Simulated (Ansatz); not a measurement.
**What DFT gives for MoS2**

```
CELL_PARAMETERS angstrom
1.58420 0.91464 6.10999
-1.58420 0.91464 6.10999
0.00000 -1.82928 6.10999
ATOMIC_POSITIONS crystal
Mo 0.00000 0.00000 0.00000
S 0.75000 0.75000 0.75000
S 0.25000 0.25000 0.25000
```

The numbers come from plane-wave PAW DFT (Ansatz): r2SCAN, no spin polarisation, 500 eV, 11×11×11 Γ-centred k points, fermi-dirac occupations (width 0.1 eV). Nothing was relaxed.

- At the Fermi level: It is a metal, with about 0.99 states/eV a cell as the mean within 0.25 eV of the Fermi level, mostly Mo d (50 %) and S p (47 %).
- Contacts: Mo–S at 2.38 Å: least valence density 0.60 e/Å³ and ELF 0.38 there. Both are smooth PAW fields, read partly inside the augmentation spheres.
- Stress: The pressure is 7.6 GPa (compression positive), so with the atoms held at these fractions the cell would first expand; the forces are large, so a full relaxation may end otherwise. The principal stresses 7.1, 7.1, 8.6 GPa differ, so its shape would change too.
- Forces: The largest is on S3 (and as large on other atoms): 0.83 eV/Å, components (0.00, 0.00, -0.83). It makes 130° with the line to a nearest neighbour, Mo1 at 2.38 Å.

Origin: a database entry at a rescaled volume. Caveats: many states at the Fermi level without spin polarisation, so a magnetic state may lie lower.
